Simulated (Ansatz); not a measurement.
Ag (fcc (Cu type), space group No. 225) under volume change, plane-wave PAW LDA (Ansatz code), scaled uniformly.

| V (Å³/atom) | E − E(relaxed) (meV/atom) | P (GPa) |
|---|---|---|
| 14.587 | 66.3 | 16.65 |
| 15.068 | ___ | ___ |
| 15.549 | ___ | ___ |
| 16.029 | 0.0 | -0.22 |
| 16.510 | 6.4 | -3.92 |
| 16.991 | 22.9 | -6.95 |
| 17.472 | 47.6 | -9.44 |

Fill in the missing entries.


- 15.549, E − E(relaxed) (meV/atom): 5.9
- 15.549, P (GPa): 4.31
- 15.068, E − E(relaxed) (meV/atom): 26.9
- 15.068, P (GPa): 9.86

What does a third-order Birch–Murnaghan fit give for V₀, B₀ and B′?

V₀ = 16.00 Å³/atom, B₀ = 138 GPa, B′ = 5.7.

Space group Fm-3m (fcc (Cu type)). The cell keeps a stress of up to 0.2 GPa. Symmetry was held in the LDA relaxation; phonons on a q-mesh show no instability. The run is not spin-polarised.

Potentials: the earlier of the program's two PAW sets.
